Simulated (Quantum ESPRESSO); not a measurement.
```cif
data_F6Rb2Si
_chemical_formula_sum 'F6 Si1 Rb2'
_space_group_name_H-M_alt 'P 1'
_space_group_IT_number 1
_cell_length_a 5.90666
_cell_length_b 5.90666
_cell_length_c 5.90666
_cell_angle_alpha 60.000
_cell_angle_beta 60.000
_cell_angle_gamma 60.000
loop_
_space_group_symop_operation_xyz
  'x, y, z'
loop_
_atom_site_label
_atom_site_type_symbol
_atom_site_fract_x
_atom_site_fract_y
_atom_site_fract_z
_atom_site_occupancy
F1 F 0.79623 0.20377 0.79623 1
F2 F 0.20377 0.79623 0.20377 1
F3 F 0.79623 0.20377 0.20377 1
F4 F 0.20377 0.79623 0.79623 1
F5 F 0.79623 0.79623 0.20377 1
F6 F 0.20377 0.20377 0.79623 1
Si1 Si 0.00000 0.00000 0.00000 1
Rb1 Rb 0.75000 0.75000 0.75000 1
Rb2 Rb 0.25000 0.25000 0.25000 1
```

The geometry is that of Materials Project entry mp-10492, symmetrised and not relaxed again.

### Question
What does LDA (pw.x of Quantum ESPRESSO, ONCV potentials, scalar-relativistic) give for the electronic structure near the Fermi level?

### Answer
The LDA gap is direct, 7.15 eV at Γ. Another valence extremum on the path lies within 0.02 eV, too close to call. 

The structure is a Materials Project entry; no match was found in the copy of COD used, and its stability was not checked.
